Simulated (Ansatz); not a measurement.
## Computed properties of CdI₂

CdI₂:
```xyz
12
Lattice="4.1634 0.0000 0.0000 -2.0817 3.6056 0.0000 0.0000 0.0000 26.6282" Properties=species:S:1:pos:R:3 pbc="T T T"
Cd     0.0000     0.0000     0.0000
Cd     2.0817     1.2019    19.9697
Cd     0.0000     2.4037     6.6585
Cd     0.0000     0.0000    13.3141
I      0.0000     0.0000     8.3498
I      0.0000     0.0000    18.2784
I      2.0817     1.2019    11.6225
I      0.0000     2.4037    15.0057
I      0.0000     2.4037    21.6618
I      2.0817     1.2019     4.9664
I      2.0817     1.2019    24.9365
I      0.0000     2.4037     1.6917
```

Space group P-3m1 (No. 164); conventional cell a = b = 4.1634 Å, c = 26.6282 Å, α = β = 90.00°, γ = 120.00°.

Method: the program Ansatz at the LDA level (PAW). Geometry: relaxed at this level of theory. Other levels are named where they apply.

### Cell and energy

```
Quantity                                                      Result
-----------------------------------------------------  -------------
Volume per atom                                             33.31 Å³
Density                                                   6.09 g/cm³
Formation energy from the elements (no fitted shifts)  -0.54 eV/atom
```

### Electronic structure

```
Quantity                                                                   Result
----------------------------------------  ---------------------------------------
Band gap                                                       2.04 eV (indirect)
Valence-band maximum                      on the Γ–M line, 24 % of the way from Γ
Conduction-band minimum                               at M (3 equivalent valleys)
Smallest direct gap on the standard path                                  2.18 eV
Electron effective mass                    0.27, 0.51, 0.93 mₑ (principal values)
Hole effective mass                          0.26, 1.9, 4.2 mₑ (principal values)
```

### Mechanics

```
Item                                                                                                        Result
--------------------------------------------  --------------------------------------------------------------------
Bulk modulus (Birch–Murnaghan fit)                                                                        181 kbar
Pressure derivative B′                                                                                        11.3
Elastic constants (relaxed ions, GPa)         C11 = 48.2, C12 = 18.5, C13 = 10.3, C14 = 0.0, C33 = 24.4, C44 = 6.5
Mechanical stability                                                        stable (all eigenvalues of C positive)
Hill bulk and shear moduli                                                                       20.6 and 10.1 GPa
Young's modulus                                                                                           26.1 GPa
Poisson's ratio                                                                                               0.29
Debye temperature from the elastic constants                                                                 133 K
```

### Phonons

```
Quantity                                                                  Result
--------------------------------------------------  ----------------------------
Highest zone-centre frequency (without LO–TO term)                      150 cm⁻¹
Zone-centre stability                                     no imaginary mode at Γ
Dynamical stability on the path                     stable (no imaginary branch)
Zero-point energy                                                  15.1 meV/atom
Vibrational entropy at 300 K                             51.4 J/(K·mol of atoms)
```

The first step of the workflow began from a Materials Project structure, measured or hypothetical; the Crystallography Open Database files this formula in space group No. 164, but the cells were not matched. Whether it is the stable phase at ambient conditions was not checked. Symmetry was held in the LDA relaxation. A crystal of weakly bound layers computed without a dispersion correction: the cell and the soft elastic constants depend strongly on that. The references are the lowest solids computed at this level, not always the standard phases. Spin–orbit coupling is left out wherever it is not named.

Potentials: the later of the program's two PAW sets.
